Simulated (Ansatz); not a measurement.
Ni$_{7}$Ge$_{4}$:
```xyz
11
Lattice="-1.9536 4.9534 3.3895 1.9536 -4.9534 3.3895 1.9536 4.9534 -3.3895" Properties=species:S:1:pos:R:3 pbc="T T T"
Ni     1.9536     1.2130     3.3484
Ni     1.9536    -1.2130     3.3484
Ni     0.0000     1.2350     0.0183
Ni     0.0000     8.6718     0.0183
Ni     0.0000     0.0000     4.5114
Ni     1.9536     2.5215    -1.1327
Ni     0.0000     2.4319     2.2568
Ge     0.0000     2.4808     4.5156
Ge     1.9536     2.4726     1.1261
Ge     0.0000     0.0000     2.1448
Ge     0.0000     4.9534     2.4473
```

Relaxed with PBEsol.

**Question.** Which orbitals make up the states near the Fermi level in the program Ansatz at the PBEsol level (PAW)?

**Answer.** Within 0.5 eV of the Fermi level: Ni 3d 71 %, Ge 4p 20 %. Projections are on Löwdin-orthogonalised atomic valence shells; empty p or d shells of many metals are not among them.

**Question.** Tabulate the density of states.

**Answer.** States/eV per cell of 11 atoms, in 0.25 eV bins, energy from the Fermi level.

| E (eV) | total | Ni 3d | Ge 4p | Ni 4s |
|---|---|---|---|---|
| -7.85 | 0.00 | 0.00 | 0.00 | 0.00 |
| -7.60 | 0.00 | 0.00 | 0.00 | 0.00 |
| -7.35 | 0.01 | 0.00 | 0.00 | 0.00 |
| -7.10 | 1.01 | 0.13 | 0.57 | 0.25 |
| -6.85 | 2.56 | 0.41 | 1.33 | 0.60 |
| -6.60 | 3.87 | 0.69 | 1.98 | 0.85 |
| -6.35 | 3.02 | 0.64 | 1.54 | 0.56 |
| -6.10 | 3.48 | 0.82 | 1.77 | 0.57 |
| -5.85 | 4.19 | 1.14 | 2.12 | 0.57 |
| -5.60 | 3.47 | 1.12 | 1.61 | 0.42 |
| -5.35 | 4.23 | 1.53 | 1.84 | 0.53 |
| -5.10 | 4.02 | 1.57 | 1.71 | 0.46 |
| -4.85 | 4.73 | 2.25 | 1.86 | 0.41 |
| -4.60 | 7.70 | 4.12 | 2.86 | 0.52 |
| -4.35 | 7.72 | 4.32 | 2.71 | 0.51 |
| -4.10 | 10.47 | 6.57 | 3.14 | 0.50 |
| -3.85 | 12.36 | 8.27 | 3.56 | 0.27 |
| -3.60 | 10.47 | 7.50 | 2.44 | 0.27 |
| -3.35 | 12.25 | 9.49 | 2.05 | 0.29 |
| -3.10 | 20.26 | 17.69 | 1.64 | 0.28 |
| -2.85 | 21.47 | 19.23 | 1.39 | 0.18 |
| -2.60 | 14.93 | 13.60 | 0.81 | 0.10 |
| -2.35 | 13.14 | 12.15 | 0.60 | 0.15 |
| -2.10 | 17.82 | 16.70 | 0.64 | 0.16 |
| -1.85 | 18.60 | 17.51 | 0.58 | 0.16 |
| -1.60 | 22.37 | 21.05 | 0.71 | 0.17 |
| -1.35 | 28.61 | 27.21 | 0.60 | 0.22 |
| -1.10 | 26.73 | 25.16 | 0.73 | 0.27 |
| -0.85 | 10.92 | 9.91 | 0.61 | 0.15 |
| -0.60 | 9.71 | 8.44 | 0.81 | 0.21 |
| -0.35 | 6.40 | 5.02 | 0.98 | 0.15 |
| -0.10 | 6.04 | 4.42 | 1.19 | 0.14 |
| 0.15 | 5.44 | 3.71 | 1.22 | 0.16 |
| 0.40 | 4.28 | 2.55 | 1.15 | 0.15 |
| 0.65 | 4.16 | 2.16 | 1.22 | 0.16 |
| 0.90 | 3.36 | 1.59 | 1.11 | 0.14 |
| 1.15 | 4.73 | 2.05 | 1.58 | 0.20 |
| 1.40 | 3.82 | 1.49 | 1.45 | 0.17 |
| 1.65 | 3.23 | 1.13 | 1.35 | 0.16 |
| 1.90 | 3.43 | 1.10 | 1.50 | 0.22 |
| 2.15 | 3.52 | 1.04 | 1.64 | 0.25 |
| 2.40 | 3.84 | 1.03 | 1.84 | 0.32 |
| 2.65 | 3.55 | 0.85 | 1.77 | 0.33 |
| 2.90 | 3.53 | 0.76 | 1.72 | 0.43 |
| 3.15 | 3.31 | 0.69 | 1.71 | 0.38 |
| 3.40 | 3.55 | 0.70 | 1.89 | 0.45 |
| 3.65 | 3.54 | 0.64 | 1.89 | 0.53 |
| 3.90 | 3.43 | 0.58 | 1.77 | 0.62 |
| 4.15 | 3.47 | 0.49 | 1.35 | 1.02 |
| 4.40 | 3.70 | 0.45 | 1.33 | 1.16 |
| 4.65 | 3.51 | 0.39 | 1.10 | 1.23 |

Space group Imm2. The workflow started from a Materials Project entry (that database holds measured and hypothetical structures alike); the Crystallography Open Database copy checked does not list it. Its standing as an ambient phase is unchecked. Symmetry was held in the PBEsol relaxation; whether a distortion lowers the energy is not shown. No spin polarisation was allowed. Scalar-relativistic: spin–orbit coupling is off unless named, which matters more the heavier the elements.

Potentials: the later of the program's two PAW sets.
